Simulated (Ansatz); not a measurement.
## Structure relaxation, ScIr

The start is a randomly generated symmetric cell of ScIr (space group No. 139). Cell shape, volume and atoms are optimised at zero target pressure with PBEsol (plane waves to 420 eV, PAW, scalar-relativistic; Ansatz, a first-principles code). The first steps use a coarse 11×11×11 k-mesh.

The start:
```yaml
crystal:
  lattice:
    - [-2.24461, 2.24461, 1.97792]
    - [2.24461, -2.24461, 1.97792]
    - [2.24461, 2.24461, -1.97792]
  atoms:
    - { symbol: Ir, position: [0.50000, 0.50000, 0.00000] }
    - { symbol: Sc, position: [0.00000, 0.00000, 0.00000] }
```

Problem. How much energy is released per atom?

Solution. About 2.4 eV/atom.

Problem. How does the volume per atom move from start to end?

Solution. -7.2 %, from 19.93 to 18.50 Å³/atom.

Problem. How do the shortest distances between atoms change?

Solution. The closest pairs of elements (up to four, under 3.6 Å), start → end: Ir–Sc 1.98 → 2.64 Å.

Problem. Is the relaxed structure metallic? Give its gap.

Solution. No clear gap: the sampled points leave 0.15 eV away from the symmetry points, which may be a band crossing missed between them.

Problem. Write out the relaxed structure.

Solution. 
Space group Fm-3m (No. 225); a = 5.2895 Å, b = 5.2895 Å, c = 5.2895 Å, α = 90.00°, β = 90.00°, γ = 90.00°

```tsv
atom	site	symmetry	x	y	z
Ir	4b	m-3m	0.5000	0.5000	0.5000
Sc	4a	m-3m	0.0000	0.0000	0.0000
```
(The calculation used a cell of 2 atoms; values per cell refer to that cell.)

Final values are on a 15×15×15 k-mesh of the relaxed cell. The start holds a very short contact (Ir–Sc 1.98 Å). No spin polarisation in the result. Without spin-orbit coupling the bands of the heavy element are not split, so the gap can be far off.

The run could not lower the symmetry of its start; a shaken copy of this end point relaxes with PBEsol to Pm-3m (No. 221), 0.73 eV/atom lower.

The relaxed structure here is a generated cell of ScIr: the first start was made by a random draw of sites in a space group, and the end was not matched to a known phase here, so it may be hypothetical.
